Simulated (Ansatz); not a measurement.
YSiPt in space group Pnma (No. 62; Y on 4c, Si on 4c, Pt on 4c), the program Ansatz at the r²SCAN level (PAW), all energies at zero smearing, with the estimated change up to a 700 eV cutoff added, with one set of potentials and settings (totals compare only within such a set). Cell of 12 atoms (4 Y, 4 Si, 4 Pt): -68157.824 eV.

```csv
element,reference phase,E (eV/atom)
Y,"P6_3/mmc, 2 atoms in the cell",-3859.7073
Si,"Fd-3m, 2 atoms in the cell",-639.0667
Pt,"Fm-3m, 1 atoms in the cell",-12536.7848
```

Formation energy per atom, worked out: (-68157.824 − 4×(-3859.7073) − 4×(-639.0667) − 4×(-12536.7848))/12 = -1.299 eV/atom (-125 kJ per mol of atoms), at 0 K, without zero-point energy or fitted corrections.

The first step of the workflow began from a Materials Project structure, measured or hypothetical; the Crystallography Open Database copy checked does not list it. With Si and Pt taken as one species the cell has the higher symmetry Imma, so it may be an ordered model of a mixed-site phase. Whether it is the stable phase at ambient conditions was not checked. The cell was relaxed with r²SCAN under the symmetry of its start; its stability against distortions is not shown here. The run is not spin-polarised. The references are the lowest solids computed at this level, not always the standard phases. Scalar-relativistic: spin–orbit coupling is off unless named, which matters more the heavier the elements.

Potentials: the later of the program's two PAW sets.
